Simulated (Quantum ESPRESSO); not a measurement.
## AlGaZnSiN4 (finding a planted mistake in a log)

A calculation, not a measurement. The program is pw.x of Quantum ESPRESSO 7.5 (plane-wave density functional theory). The cell is made up: 8 atoms on a wurtzite lattice, with randomly drawn elements, strain and displacements, not relaxed. PseudoDojo standard norm-conserving files (v0.5 for PBE, v0.4.1 for LDA and PBEsol) set the functional; there is no spin polarisation, spin-orbit coupling or dispersion term, and the masses in the input are unused placeholders.

Intended input:

```
&control calculation='scf', pseudo_dir='./dojo.nc.sr.pbe.v0_5.standard.upf', outdir='./o', disk_io='medium', tprnfor=.true., tstress=.true. /
&system ibrav=0, nat=8, ntyp=5, nbnd=36, ecutwfc=84.00895049, nosym=.true., tot_charge=0,
 occupations='smearing', smearing='fd', degauss=0.0018374661
/
&electrons conv_thr=7.350e-09, electron_maxstep=60, /
ATOMIC_SPECIES
Al 1.0 Al.upf
Ga 1.0 Ga.upf
N 1.0 N.upf
Si 1.0 Si.upf
Zn 1.0 Zn.upf
CELL_PARAMETERS angstrom
3.3109 0.0028 0.0016
0.0048 5.5911 0.0286
0.0027 0.0269 5.3041
ATOMIC_POSITIONS angstrom
Al 0.0528 0.0818 -0.1127
Ga 1.6381 2.7985 -0.0026
Zn 1.5496 0.863 2.759
Si 0.0219 3.7532 2.6496
N 0.0131 -0.0343 1.9815
N 1.6646 2.7965 2.0449
N 1.7187 0.916 4.5916
N -0.01 3.765 4.6526
K_POINTS automatic
5 4 4 1 1 1
```

The log is shortened where brackets say so; the opening notice, blank lines, dates and the lines on written files are dropped, and the path of the files is cut. It prints rydbergs, bohrs and kilobars, and counts compression as positive stress. Where no state is partly filled, the Fermi energy that it prints is only some level between the filled and the empty states on the mesh, and need not lie in the true gap.

Log of the intended run:

```
     Program PWSCF v.7.5
     Parallel version (MPI & OpenMP), running on       1 processor cores
     Number of MPI processes:                 1
     Threads/MPI process:                     1
     [start-up lines left out]
     bravais-lattice index     =            0
     lattice parameter (alat)  =       6.2567  a.u.
     unit-cell volume          =     662.5825 (a.u.)^3
     number of atoms/cell      =            8
     number of atomic types    =            5
     number of electrons       =        60.00
     number of Kohn-Sham states=           36
     kinetic-energy cutoff     =      84.0090  Ry
     charge density cutoff     =     336.0358  Ry
     scf convergence threshold =      7.3E-09
     mixing beta               =       0.7000
     number of iterations used =            8  plain     mixing
     Exchange-correlation= PBE
                           (   1   4   3   4   0   0   0)
     [axes and pseudopotential details left out]
   Cartesian axes
     site n.     atom                  positions (alat units)
         1        Al     tau(   1) = (   0.0159473   0.0247063  -0.0340391  )
         2        Ga     tau(   2) = (   0.4947595   0.8452381  -0.0007853  )
         3        Zn     tau(   3) = (   0.4680296   0.2606541   0.8333078  )
         4        Si     tau(   4) = (   0.0066145   1.1335885   0.8002654  )
         5        N      tau(   5) = (   0.0039566  -0.0103597   0.5984775  )
         6        N      tau(   6) = (   0.5027634   0.8446340   0.6176263  )
         7        N      tau(   7) = (   0.5191033   0.2766618   1.3868126  )
         8        N      tau(   8) = (  -0.0030203   1.1371525   1.4052366  )
     number of k points=    40  Fermi-Dirac smearing, width (Ry)=  0.0018
                       cart. coord. in units 2pi/alat
        k(    1) = (   0.0999004   0.0735390   0.0776031), wk =   0.0500000
        k(    2) = (   0.0998256   0.0727408   0.2336611), wk =   0.0500000
     [further k points left out]
     Dense  grid:    68949 G-vectors     FFT dimensions: (  40,  64,  60)
     Estimated max dynamical RAM per process >      92.62 MB
     Initial potential from superposition of free atoms
     starting charge      59.9941, renormalised to      60.0000
     Starting wfcs are   43 randomized atomic wfcs
     total cpu time spent up to now is       11.2 secs
     per-process dynamical memory:    59.8 Mb
     Self-consistent Calculation
     iteration #  1     ecut=    84.01 Ry     beta= 0.70
     Davidson diagonalization with overlap
     ethr =  1.00E-02,  avg # of iterations =  3.1
     total cpu time spent up to now is       34.3 secs
     total energy              =    -666.44324341 Ry
     estimated scf accuracy    <       2.09907008 Ry
     iteration #  2     ecut=    84.01 Ry     beta= 0.70
     Davidson diagonalization with overlap
     ethr =  3.50E-03,  avg # of iterations =  3.0
     total cpu time spent up to now is       60.5 secs
     total energy              =    -666.94291286 Ry
     estimated scf accuracy    <       2.64106482 Ry
     [iterations 3 to 12 left out]
     iteration # 13     ecut=    84.01 Ry     beta= 0.70
     Davidson diagonalization with overlap
     ethr =  7.66E-11,  avg # of iterations =  2.0
     total cpu time spent up to now is      327.1 secs
     total energy              =    -667.43097524 Ry
     estimated scf accuracy    <          8.6E-09 Ry
     iteration # 14     ecut=    84.01 Ry     beta= 0.70
     Davidson diagonalization with overlap
     ethr =  1.43E-11,  avg # of iterations =  2.0
     total cpu time spent up to now is      348.1 secs
     End of self-consistent calculation
     [lines on levels left out]
     the Fermi energy is     9.3643 ev
!    total energy              =    -667.43097524 Ry
     estimated scf accuracy    <          1.8E-09 Ry
     smearing contrib. (-TS)   =      -0.00000000 Ry
     internal energy E=F+TS    =    -667.43097524 Ry
     The total energy is F=E-TS. E is the sum of the following terms:
     one-electron contribution =    -472.05137558 Ry
     hartree contribution      =     269.35447329 Ry
     xc contribution           =    -116.46710091 Ry
     ewald contribution        =    -348.26697205 Ry
     convergence has been achieved in  14 iterations
     Forces acting on atoms (cartesian axes, Ry/au):
     atom    1 type  1   force =    -0.00658985   -0.02257060    0.05181891
     atom    2 type  2   force =     0.00838397   -0.02397274   -0.00335088
     atom    3 type  5   force =     0.02896218   -0.00687862   -0.08392343
     atom    4 type  4   force =    -0.00535074    0.05863667   -0.01310222
     atom    5 type  3   force =    -0.02523197   -0.12431314   -0.02822083
     atom    6 type  3   force =    -0.00264243    0.08768734    0.02297384
     atom    7 type  3   force =    -0.00618956    0.01827381    0.13475085
     atom    8 type  3   force =     0.00865839    0.01313728   -0.08094623
     Total force =     0.256715     Total SCF correction =     0.000028
     Computing stress (Cartesian axis) and pressure
          total   stress  (Ry/bohr**3)                   (kbar)     P=     -159.40
  -0.00130525   0.00004112   0.00011764         -192.01        6.05       17.31
   0.00004112  -0.00110834   0.00005079            6.05     -163.04        7.47
   0.00011764   0.00005079  -0.00083720           17.31        7.47     -123.16
     init_run     :      8.67s CPU     10.94s WALL (       1 calls)
     electrons    :    318.43s CPU    336.99s WALL (       1 calls)
     forces       :      3.80s CPU      3.88s WALL (       1 calls)
     stress       :     14.13s CPU     14.31s WALL (       1 calls)
     [timing details left out]
     PWSCF        :   5m45.37s CPU   6m 6.73s WALL
     JOB DONE.
```

A second run was made from an input with one planted mistake. Its log:

```
     Program PWSCF v.7.5
     Parallel version (MPI & OpenMP), running on       1 processor cores
     Number of MPI processes:                 1
     Threads/MPI process:                     1
     [start-up lines left out]
     bravais-lattice index     =            0
     lattice parameter (alat)  =       6.2567  a.u.
     unit-cell volume          =     662.5825 (a.u.)^3
     number of atoms/cell      =            8
     number of atomic types    =            5
     number of electrons       =        60.00
     number of Kohn-Sham states=           54
     kinetic-energy cutoff     =      84.0090  Ry
     charge density cutoff     =     336.0358  Ry
     scf convergence threshold =      7.3E-09
     mixing beta               =       0.7000
     number of iterations used =            8  plain     mixing
     Exchange-correlation= PBE
                           (   1   4   3   4   0   0   0)
     [axes and pseudopotential details left out]
   Cartesian axes
     site n.     atom                  positions (alat units)
         1        Al     tau(   1) = (   0.0159473   0.0247063  -0.0340391  )
         2        Ga     tau(   2) = (   0.4947595   0.8452381  -0.0007853  )
         3        Zn     tau(   3) = (   0.4680296   0.2606541   0.8333078  )
         4        Si     tau(   4) = (   0.0066145   1.1335885   0.8002654  )
         5        N      tau(   5) = (   0.0039566  -0.0103597   0.5984775  )
         6        N      tau(   6) = (   0.5027634   0.8446340   0.6176263  )
         7        N      tau(   7) = (   0.5191033   0.2766618   1.3868126  )
         8        N      tau(   8) = (  -0.0030203   1.1371525   1.4052366  )
     number of k points=    40  Fermi-Dirac smearing, width (Ry)=  0.0610
                       cart. coord. in units 2pi/alat
        k(    1) = (   0.0999004   0.0735390   0.0776031), wk =   0.0500000
        k(    2) = (   0.0998256   0.0727408   0.2336611), wk =   0.0500000
     [further k points left out]
     Dense  grid:    68949 G-vectors     FFT dimensions: (  40,  64,  60)
     Estimated max dynamical RAM per process >     104.77 MB
     Initial potential from superposition of free atoms
     starting charge      59.9941, renormalised to      60.0000
     Starting wfcs are   43 randomized atomic wfcs +   11 random wfcs
     total cpu time spent up to now is       10.8 secs
     per-process dynamical memory:    62.3 Mb
     Self-consistent Calculation
     iteration #  1     ecut=    84.01 Ry     beta= 0.70
     Davidson diagonalization with overlap
     ethr =  1.00E-02,  avg # of iterations =  8.2
     total cpu time spent up to now is       62.9 secs
     total energy              =    -666.50776068 Ry
     estimated scf accuracy    <       2.05361986 Ry
     iteration #  2     ecut=    84.01 Ry     beta= 0.70
     Davidson diagonalization with overlap
     ethr =  3.42E-03,  avg # of iterations =  2.0
     total cpu time spent up to now is       93.2 secs
     total energy              =    -666.94420226 Ry
     estimated scf accuracy    <       2.83774866 Ry
     [iterations 3 to 11 left out]
     iteration # 12     ecut=    84.01 Ry     beta= 0.70
     Davidson diagonalization with overlap
     ethr =  1.84E-10,  avg # of iterations =  2.0
     total cpu time spent up to now is      445.2 secs
     total energy              =    -667.48559950 Ry
     estimated scf accuracy    <          9.6E-09 Ry
     iteration # 13     ecut=    84.01 Ry     beta= 0.70
     Davidson diagonalization with overlap
     ethr =  1.60E-11,  avg # of iterations =  2.0
     total cpu time spent up to now is      476.4 secs
     End of self-consistent calculation
     [lines on levels left out]
     the Fermi energy is     9.8840 ev
!    total energy              =    -667.48559950 Ry
     estimated scf accuracy    <          3.3E-10 Ry
     smearing contrib. (-TS)   =      -0.19106969 Ry
     internal energy E=F+TS    =    -667.29452981 Ry
     The total energy is F=E-TS. E is the sum of the following terms:
     one-electron contribution =    -471.40612546 Ry
     hartree contribution      =     268.79828664 Ry
     xc contribution           =    -116.41971895 Ry
     ewald contribution        =    -348.26697205 Ry
     convergence has been achieved in  13 iterations
     Forces acting on atoms (cartesian axes, Ry/au):
     atom    1 type  1   force =    -0.00665919   -0.02654685    0.04552754
     atom    2 type  2   force =     0.00741913   -0.01529242    0.00155904
     atom    3 type  5   force =     0.02784043    0.00247036   -0.08142650
     atom    4 type  4   force =    -0.00499822    0.02975586   -0.00714699
     atom    5 type  3   force =    -0.02322688   -0.10301379   -0.03141406
     atom    6 type  3   force =    -0.00262101    0.08238924    0.02254537
     atom    7 type  3   force =    -0.00516683    0.00777850    0.12191181
     atom    8 type  3   force =     0.00741258    0.02245909   -0.07155621
     Total force =     0.227061     Total SCF correction =     0.000058
     Computing stress (Cartesian axis) and pressure
          total   stress  (Ry/bohr**3)                   (kbar)     P=     -123.15
  -0.00101320   0.00004126   0.00011140         -149.05        6.07       16.39
   0.00004126  -0.00090085   0.00003543            6.07     -132.52        5.21
   0.00011140   0.00003543  -0.00059736           16.39        5.21      -87.87
     init_run     :      9.67s CPU     10.59s WALL (       1 calls)
     electrons    :    432.35s CPU    465.65s WALL (       1 calls)
     forces       :      3.86s CPU      3.90s WALL (       1 calls)
     stress       :     14.13s CPU     14.21s WALL (       1 calls)
     [timing details left out]
     PWSCF        :   7m40.31s CPU   8m14.95s WALL
     JOB DONE.
```

Question: what was wrong in the second input?

Answer: the smearing is too wide. The input lines that differ, file-writing options aside:

```
- &system ibrav=0, nat=8, ntyp=5, nbnd=36, ecutwfc=84.00895049, nosym=.true., tot_charge=0,
+ &system ibrav=0, nat=8, ntyp=5, nbnd=54, ecutwfc=84.00895049, nosym=.true., tot_charge=0,
-  occupations='smearing', smearing='fd', degauss=0.0018374661
+  occupations='smearing', smearing='fd', degauss=0.0610038748
```

|  | intended run | run with the mistake |
| --- | --- | --- |
| free energy (eV) | -9080.861 | -9081.604 |
| smearing term -TS (eV) | 0.0000 | -2.5996 |
| pressure (GPa) | -15.94 | -12.31 |
| largest force component (eV/Å) | 3.465 | 3.134 |
| largest change of a force component (eV/Å) |  | 0.743 |
| iterations | 14 | 13 |

For scale, a rerun of the intended cell at 1437 eV and a 7 x 6 x 6 mesh moved values by no more than 0.005 eV in energy, 0.06 GPa in stress and 0.006 eV/Å in force. The number of bands, nbnd, was set by rule from the electron count and the smearing, so it follows the mistake.